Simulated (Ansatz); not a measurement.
**Relaxation of Cs₃Al₂**

Computed with DFT PBEsol, scalar-relativistic, plane waves, PAW in Ansatz. (420 eV cutoff, 12×12×12 k-mesh, Gaussian smearing of 0.10 eV, no spin polarisation)

What was changed in Li3Ga2: Ga → Al, Li → Cs on all its sites, cell and atoms relaxed.

Command:

```bash
ansatz run input.yaml --threads 1 --pin off --max-ram 2560MiB --backend cpu --events-out ev --progress --plain --runs-dir out
```

Input:

```yaml
crystal:
  lattice:
    - [2.3367327839, 1.3491133018, 15.1339950556]
    - [-2.3367327839, 1.3491133018, 15.1339950556]
    - [0.0, -2.6982266036, 15.1339950556]
  atoms:
    - { symbol: Cs, position: [0.4388039418, 0.4388039418, 0.4388039418] }
    - { symbol: Cs, position: [0.5611960582, 0.5611960582, 0.5611960582] }
    - { symbol: Cs, position: [0.0, 0.0, 0.0] }
    - { symbol: Al, position: [0.8333377821, 0.8333377821, 0.8333377821] }
    - { symbol: Al, position: [0.1666622179, 0.1666622179, 0.1666622179] }
basis:
  ecutwfc: 420
kpoints:
  mp_grid: { grid: [12, 12, 12] }
hamiltonian:
  xc: pbesol
scf:
  occupations: { method: gaussian, width: 0.1 }
output:
  forces: true
  stress: true
  eigenvalues: true
relax:
  adjacent_minimum: "off"
  f_tol: 0.01
  max_steps: 60
  cell: { stress_tol: 0.1 }
```

F is the free energy. Steps run on the plane waves of an earlier cell, but the last one, and at times one on the way, on a freshly chosen basis, so a repeated geometry can differ a little in energy.

Steps:

| step | F − F(1) (eV) | largest force component (eV/Å) | V (Å³/atom) | P (GPa) |
| --- | --- | --- | --- | --- |
| 1 | 0.0000 | 0.023 | 57.252 | 0.06 |
| 2 | -0.0015 | 0.014 | 57.416 | 0.04 |
| 3 | -0.0027 | 0.001 | 57.677 | -0.01 |
| 4 | -0.0028 | 0.001 | 57.677 | -0.01 |

Relaxed structure:

```cif
data_structure
_symmetry_space_group_name_H-M 'P 1'
_symmetry_Int_Tables_number 1
_cell_length_a 15.2823
_cell_length_b 15.2823
_cell_length_c 15.2823
_cell_angle_alpha 17.712
_cell_angle_beta 17.712
_cell_angle_gamma 17.712
_cell_volume 288.39
loop_
_atom_site_label
_atom_site_type_symbol
_atom_site_fract_x
_atom_site_fract_y
_atom_site_fract_z
_atom_site_occupancy
Cs1 Cs 0.43917 0.43917 0.43917 1
Cs2 Cs 0.56083 0.56083 0.56083 1
Cs3 Cs 0.00000 0.00000 0.00000 1
Al1 Al 0.83334 0.83334 0.83334 1
Al2 Al 0.16666 0.16666 0.16666 1
```

The structure is trigonal, space group R-3m (No. 166). Conventional cell: a = 4.706 Å, b = 4.706 Å, c = 45.117 Å, α = 90.00°, β = 90.00°, γ = 120.00°. Cs (site symmetry 3m) has 6 Al at 3.86 Å as nearest neighbours. Al (site symmetry 3m) is surrounded by 3 Al at 2.72 Å.

The run converged. Time: 4.6 min on 1 thread of Intel(R) Xeon(R) Platinum 8259CL CPU @ 2.50GHz (Skylake/Cascade Lake) (shared host), peak memory 1.2 GiB.